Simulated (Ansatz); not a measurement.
Ti$_{3}$Al (D019 type, space group P6_3/mmc)

```
Ti3Al
1.0
    5.74712     0.00000     0.00000
   -2.87356     4.97715     0.00000
    0.00000     0.00000     4.63151
Ti Al
6 2
Direct
  0.82982   0.65965   0.25000
  0.17018   0.82982   0.75000
  0.34035   0.17018   0.25000
  0.17018   0.34035   0.75000
  0.82982   0.17018   0.25000
  0.65965   0.82982   0.75000
  0.33333   0.66667   0.25000
  0.66667   0.33333   0.75000
```

The volume is varied about the relaxed value V₀ at fixed cell shape. The atoms relax within the cell's symmetry.

Method: r2SCAN (plane waves to 500 eV, PAW, scalar-relativistic; Ansatz, a quantum-chemistry and plane-wave program). k mesh 10×10×10 (Γ-centred), Fermi-Dirac smearing 0.05 eV. Compression counts positive. Ti3Al is run without spin polarisation. Ti3Al was relaxed with its symmetry unable to fall.

At one point of the scan the stress tensor (GPa) is:

```
   -2.7      0.0      0.0
    0.0     -2.7      0.0
    0.0      0.0     -2.9
```

Q: Which point is it?
A. V/V₀ = 1.024
B. V/V₀ = 1.012
C. V/V₀ = 1.060
D. V/V₀ = 1.036

A: A, V/V₀ = 1.024

(Under strain, the slope of the energy per volume gives the stress and its curvature an elastic modulus.)
